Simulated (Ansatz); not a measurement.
Polymorphs of RuW, each relaxed with the program Ansatz at the PBEsol level (PAW):

A: Cmcm
a = 2.750 Å, b = 9.959 Å, c = 4.289 Å, α = 90.00°, β = 90.00°, γ = 90.00°

```csv
atom,site,symmetry,x,y,z
W,4c,m2m,0.0000,0.3280,0.2500
Ru,4c,m2m,0.0000,0.0684,0.2500
```

B: rock salt (Fm-3m)
a = 5.075 Å, b = 5.075 Å, c = 5.075 Å, α = 90.00°, β = 90.00°, γ = 90.00°

```
atom  site  symmetry       x       y       z
----  ----  --------  ------  ------  ------
Ru      4a      m-3m  0.0000  0.0000  0.0000
W       4b      m-3m  0.5000  0.5000  0.5000
```

**Question.** Rank these by energy per atom at 0 K (lowest first), as PBEsol gives it.

**Answer.** A (+0 meV/atom), B (+844 meV/atom)

Typed or built starts, not in the databases checked: A; B. All cells were relaxed under the symmetry of their starts (and spin orders); stability against distortions was not tested throughout. Rows with no word on spin ran without spin polarisation. Spin–orbit coupling is left out wherever it is not named.

Energies hold the estimated change up to a 700 eV cutoff; steps of a few meV lie near the error of the meshes.

Potentials: the later of the program's two PAW sets.
